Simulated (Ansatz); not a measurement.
NaCl (CsCl type, Pm-3m), DFT-LDA in the program Ansatz with PAW potentials: ε∞ = 2.89, cell volume 38.23 Å³. Infrared-active transverse modes:

| ω_TO (cm⁻¹) | oscillator strength S_xx (e²/amu) |
|---|---|
| 113.1 | 0.09765 |

### Question
Compute the static dielectric constant.

### Answer
Each mode adds (4.921e7/V) S/ω²: 9.82. So ε0 = 12.7.

### Question
What LO frequency does the Lyddane–Sachs–Teller relation give?

### Answer
ω_LO = ω_TO √(ε0/ε∞) = 237 cm⁻¹.

This is a known high-pressure phase of the composition, computed here at zero pressure and temperature. Symmetry was held in the LDA relaxation. At this level the phase is dynamically unstable (imaginary phonons).

Potentials: the earlier of the program's two PAW sets.
